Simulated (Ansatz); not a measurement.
## Is this In₂C structure a true minimum?

The structure comes from a generated guess, relaxed at this level; another structure or a mixture of phases may lie lower.

All numbers below come from DFT PBE, scalar-relativistic, plane waves, PAW (Ansatz 0.2.0). Plane waves to 420 eV, a k mesh through Γ of 18×18×10 on the computed 3-atom cell and Gaussian smearing (0.10 eV); no spin polarisation.

The cell below (3 atoms, space group P-3m1 (No. 164)) is relaxed within its symmetry.

```
CELL_PARAMETERS angstrom
3.56363 0.00000 0.00000
-1.78182 3.08620 0.00000
0.00000 0.00000 5.01147
ATOMIC_POSITIONS crystal
In 0.33333 0.66667 0.75281
In 0.66667 0.33333 0.24719
C 0.00000 0.00000 0.00000
```

For the test a repeat of it with 6 atoms (edges 3.56, 5.01, 6.17 Å) was strained at random (σ = 1.5 % a component), the atoms were moved at random (σ = 0.10 Å), and all was relaxed again on a coarse 6×4×4 mesh (in the run’s order of axes) with 0.20 eV smearing, with no symmetry imposed.

Problem. What happens?

Solution. It returns, within 1 meV/atom of the unmoved cell on that mesh and with the same symmetry when read at 0.1 Å (P-1 at 0.01 Å, so small strains and shifts remain). So it is stable against the distortions that fit this cell and that this random move excites. Modes that don't fit the cell aren't tested.
